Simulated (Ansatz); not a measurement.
Ti2Co (Fd-3m): electronic heat capacity from the density of states

Theory: DFT PBEsol, scalar-relativistic, plane waves, PAW in Ansatz.

Cutoff 420 eV; k points 10×10×10 on the computed 6-atom cell (Γ-centred); Gaussian smearing, width 0.10 eV; collinear spin from starting moments 0 0 0 0 1.11 1.11 μB.

Relaxed cell: Fd-3m, a = 6.979 Å, b = 6.979 Å, c = 6.979 Å, α = 90.00°, β = 90.00°, γ = 90.00°, 6 atoms in the primitive cell. Whether it is the stable form of this composition wasn't checked.

The density of states at the Fermi level is 12.350 states/eV in the cell of 6 atoms (2 formula units; both spins, tetrahedra on a 15×15×15 mesh). The run ends with a moment of 1.86 μB a cell (largest on a site 1.01 μB), and the figure is for this state; a paramagnetic sample can have a quite different one. Another magnetic order, if the compound takes it, can change N(E_F) and the shape of the cell a good deal.

Q: What Sommerfeld coefficient does this give?

A: Per formula unit N(E_F) = 6.175 states/eV. γ = (π²/3) k_B² N(E_F) N_A = 2.357 mJ/(mol K²) per state/eV, so γ = 14.6 mJ/(mol K²), a mole of formula units. This is the bare band result: a measured γ of the same phase and magnetic order is as a rule larger by a factor 1 + λ from phonons and spin fluctuations. N(E_F) at one energy is sensitive to the mesh where the density of states has sharp peaks.

Only this magnetic start was tried.

Cost: 1 run of about 1 core-minutes, on Intel Xeon 6975P-C (Granite Rapids) (shared hosts).